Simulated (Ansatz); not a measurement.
KTaO3 (cubic perovskite)

```yaml
crystal:
  lattice:
    - [4.02318, 0.00000, 0.00000]
    - [0.00000, 4.02318, 0.00000]
    - [0.00000, 0.00000, 4.02318]
  atoms:
    - { symbol: K, position: [0.00000, 0.00000, 0.00000] }
    - { symbol: Ta, position: [0.50000, 0.50000, 0.50000] }
    - { symbol: O, position: [0.00000, 0.50000, 0.50000] }
    - { symbol: O, position: [0.50000, 0.50000, 0.00000] }
    - { symbol: O, position: [0.50000, 0.00000, 0.50000] }
```

This relaxed cell (volume V₀) is scaled evenly in all directions, its shape held. Symmetry pins the atoms to their sites.

These are PBE (plane waves to 420 eV, PAW, scalar-relativistic; Ansatz, a quantum-chemistry and plane-wave program) values and carry that method's errors. k mesh 8×8×8 (Γ-centred), Fermi-Dirac smearing 0.05 eV. Energies are smeared free energies. Compression counts positive. KTaO3 is run without spin polarisation. KTaO3 was relaxed with its symmetry unable to fall. Spin-orbit coupling is left out, though Ta is heavy. The PAW data are Ansatz's earlier set. The zero of ΔE is the relaxed starting cell.

| V (Å³/atom) | ΔE (meV/atom) |
|---|---|
| 12.242 | 31.0 |
| 12.373 | 21.1 |
| 12.503 | 13.3 |
| 12.633 | 7.3 |
| 12.763 | withheld |
| 12.894 | 0.8 |
| 13.024 | 0.0 |
| 13.154 | 0.8 |
| 13.284 | 3.0 |
| 13.415 | 6.5 |
| 13.545 | 11.4 |
| 13.675 | 17.5 |
| 13.805 | 24.8 |

Q: Fit a third-order Birch-Murnaghan form (E₀, V₀, B₀, B₀′ free) to the given rows and predict ΔE at V = 12.763.

A: Least squares on the 12 given rows: ΔE = E₀ + (9V₀B₀/16)·y²·[2 + (B₀′ − 4)y], y = (V₀/V)^(2/3) − 1, with V₀ = 13.025 Å³/atom, B₀ = 188.7 GPa (160.2 GPa = 1 eV/Å³; the term in eV is multiplied by 1000), B₀′ = 4.45, E₀ = 0.02 meV/atom; root-mean-square residual 0.03 meV/atom. At 12.763 the fit gives 3.2 meV/atom; the calculation gives 3.2 meV/atom, the same to the digits shown. For the pressure the fit gives 4.0 GPa against the computed 4.0 GPa.

(A scan under strain: stresses follow from slopes of the energy per volume, elastic moduli from its curvatures.)
